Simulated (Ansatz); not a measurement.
TiAu:
```cif
data_AuTi
_chemical_formula_sum 'Au1 Ti1'
_space_group_name_H-M_alt 'P 1'
_space_group_IT_number 1
_cell_length_a 3.21764
_cell_length_b 3.21764
_cell_length_c 3.21764
_cell_angle_alpha 90.000
_cell_angle_beta 90.000
_cell_angle_gamma 90.000
loop_
_space_group_symop_operation_xyz
  'x, y, z'
loop_
_atom_site_label
_atom_site_type_symbol
_atom_site_fract_x
_atom_site_fract_y
_atom_site_fract_z
_atom_site_occupancy
Au1 Au 0.00000 0.00000 0.00000 1
Ti1 Ti 0.50000 0.50000 0.50000 1
```

This is the PBEsol-relaxed structure.

Problem. All from plane-wave PAW PBEsol (Ansatz code), unless another level is named. Predict the formation energy from the elements (no fitted shifts).

Solution. -333 meV/atom.

Problem. What about the density of states at the Fermi level?

Solution. 1.9 states/eV per atom (mean over ±0.08 eV).

Problem. Next, the gap with spin–orbit coupling?

Solution. none (metallic).

Space group Pm-3m (CsCl type). The workflow started from an entry of the Crystallography Open Database (COD). Its standing as an ambient phase is unchecked. The cell was relaxed with PBEsol under the symmetry of its start. At this level the phase is mechanically unstable. No spin polarisation was allowed. The references are the lowest solids computed at this level, not always the standard phases. Scalar-relativistic: spin–orbit coupling is off unless named, which matters more the heavier the elements.

Potentials: the later of the program's two PAW sets.
